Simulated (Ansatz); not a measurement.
Data:

TiSi2:
Space group Fddd, origin choice 1 (No. 70); a = 4.756 Å, b = 8.177 Å, c = 8.508 Å, α = β = γ = 90.00°

| atom | site | symmetry | x | y | z |
|---|---|---|---|---|---|
| Ti | 8b | 222 | 0.5000 | 0.5000 | 0.5000 |
| Si | 16f | .2. | 0.0000 | 0.1633 | 0.0000 |
(The calculation used a cell of 6 atoms; values per cell refer to that cell.)

This is the PBEsol-relaxed structure.

All from the program Ansatz at the PBEsol level (PAW), unless another level is named. Predict the Hill bulk and shear moduli.

153 and 122 GPa.

Give the highest zone-centre frequency.

440 cm^-1.

The cell was relaxed with PBEsol under the symmetry of its start. The run is not spin-polarised. As this level gives no gap, shear constants depend on the k-mesh and smearing (Fermi–Dirac, 0.1 eV here). As this level gives no gap, phonon frequencies hold no LO–TO term and depend on the k-mesh and smearing (Fermi–Dirac, 0.1 eV here).

Potentials: the earlier of the program's two PAW sets. The files were generated under PBE; for other functionals the program regenerates the frozen cores, and for LDA and PBEsol the local potential too.
